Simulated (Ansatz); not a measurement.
InAs:
```
CELL_PARAMETERS angstrom
      3.57378     0.00000     0.00000
      0.00000     3.57378     0.00000
      0.00000     0.00000     3.57378
ATOMIC_POSITIONS crystal
  In 0.00000 0.00000 0.00000
  As 0.50000 0.50000 0.50000
```

Relaxed with PBE. Special points in fractions of this cell's reciprocal vectors: Γ (0.000, 0.000, 0.000); X (0.000, 0.500, 0.000); M (0.500, 0.500, 0.000); R (0.500, 0.500, 0.500).

Q: List the band energies nearest the Fermi level at these points for the program Ansatz at the PBE level (PAW).

A: In eV from the Fermi level; about four levels below and three above (degenerate sets whole), none deeper than 8.9 eV; … stands for higher levels left out; points with the same levels are listed once.

| k | below | above |
|---|---|---|
| Γ | -2.46 -0.77 -0.77 -0.77 | 4.88 4.88 … |
| X | -7.27 | 0.89 0.89 2.01 |
| M | -4.59 -4.59 -3.86 | 1.36 6.31 6.31 |
| R | -1.38 -0.12 -0.12 -0.12 | … |

Space group Pm-3m (CsCl type). A made-up cell: these elements were put on the sites of a structure type; neither database checked (COD, Materials Project) lists it. It is not the phase usual at ambient conditions (space group No. 216). The cell was relaxed with PBE under the symmetry of its start; its stability against distortions is not shown here. Spin–orbit coupling is left out wherever it is not named.

Potentials: the earlier of the program's two PAW sets.
